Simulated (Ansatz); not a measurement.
**Slab of fcc Ag (110), 6 layers**

The slab is cut from the fcc crystal, the stable phase, as relaxed on PAW files (17.85 Å³/atom), with 16 Å of vacuum and a dipole correction:

```
Ag
1.0
     2.93339    0.00000    0.00000
     0.00000    4.14844    0.00000
     0.00000    0.00000   23.33350
Ag
6
Direct
  0.25000 0.25000 0.34286
  0.75000 0.75000 0.40571
  0.25000 0.25000 0.46857
  0.75000 0.75000 0.53143
  0.25000 0.25000 0.59429
  0.75000 0.75000 0.65714
```

All numbers are PBE results (scalar-relativistic) from Ansatz 0.2.0, with a Γ-centred 14×10×1 k mesh, Fermi–Dirac smearing of 0.08 eV, no spin polarisation. Methods: LAPW: all electrons, basis error target 1 meV/atom; PAW: frozen-core files, cutoff 420 eV.

The bulk energy comes from a cell in the slab's orientation on a 14×10×14 mesh. The surface energy is (E(slab) − N·E(bulk))/2A at zero smearing, the mean of both faces; thin slabs carry quantum-size effects.

As cut, the LAPW slab lies 1.389 eV above 6 atoms of bulk. What surface energy is that?

Over two faces of 12.17 Å² it is 57.1 meV/Å², and times 16.02 J/m² per eV/Å² that gives γ = 0.915 J/m².

```json
{"method": "LAPW", "γ as cut (J/m²)": "0.915", "γ relaxed (J/m²)": "?", "Φ as cut (eV)": "4.19", "Φ relaxed (eV)": "4.20"}
```

Give the missing entry: row "LAPW", column "γ relaxed (J/m²)".

0.889.

How do the spacings between the planes relax?

From the bottom face up: d12 -9.4 % of 1.467 Å, d23 +5.1 % of 1.467 Å, d34 -3.4 % of 1.467 Å, d45 +5.1 % of 1.467 Å, d56 -9.4 % of 1.467 Å.

A 3d core hole is made on one atom of each kind in every 1×1 cell (PAW hole dataset, neutral cell, valence without spin). What does it cost by layer?

layer 1 367.78 eV, layer 2 367.91 eV, layer 3 367.96 eV. Shifts between layers mean more than the absolute values, and a whole layer of holes screens otherwise than one hole.
